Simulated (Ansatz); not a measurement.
This Zr₃TiN₄ structure is the end of a relaxation. The cell was found from a structure generator's guess, not taken from experiment.

Level of theory: Ansatz 0.2.0, DFT PBE, scalar-relativistic, plane waves, PAW. Cutoff 420 eV, Γ-centred mesh, Gaussian smearing, no spin polarisation.

```
Zr Ti N
1.0
     3.20393    0.00000    0.00000
     0.00000    3.20393    0.00000
     0.00000    0.00000    9.03306
Zr Ti N
3 1 4
Cartesian
  1.6020 1.6020 2.1827
  0.0000 0.0000 4.5165
  1.6020 1.6020 6.8504
  0.0000 0.0000 0.0000
  0.0000 0.0000 6.8403
  1.6020 1.6020 0.0000
  0.0000 0.0000 2.1928
  1.6020 1.6020 4.5165
```

The zero of energy is the elements' standard structures at the same level (N₂ as a molecule); no fitted shifts are applied.

Question: Find its symmetry and describe it.

Answer: P4/mmm (No. 123), with Zr and Ti ordered on rock salt sites. Conventional cell: a = 3.204 Å, c = 9.033 Å. Zr on a site of symmetry 4mm has 6 N at 2.18–2.33 Å, 4 Ti at 3.15 Å and 8 Zr at 3.20–3.25 Å; around Zr on a site of symmetry 4/mmm lie 6 N at 2.27–2.32 Å and 12 Zr at 3.20–3.25 Å; around Ti lie 6 N at 2.19–2.27 Å and 8 Zr at 3.15 Å; N on a site of symmetry 4mm is surrounded by 1 Ti at 2.19 Å and 5 Zr at 2.27–2.32 Å; 2 more sites not described.

Question: What is its formation energy per atom?

Answer: −1.68 eV/atom. It lies below the elements, which doesn't yet make it stable against other compounds or structures.

Question: Is it a metal?

Answer: Yes, bands cross the Fermi level on the 12×12×4 mesh.

The last run used a 12×12×4 mesh (in the run's order of axes) for its 8-atom cell and Gaussian smearing of 0.10 eV. A structure relaxed within its symmetry needn't be a true minimum.
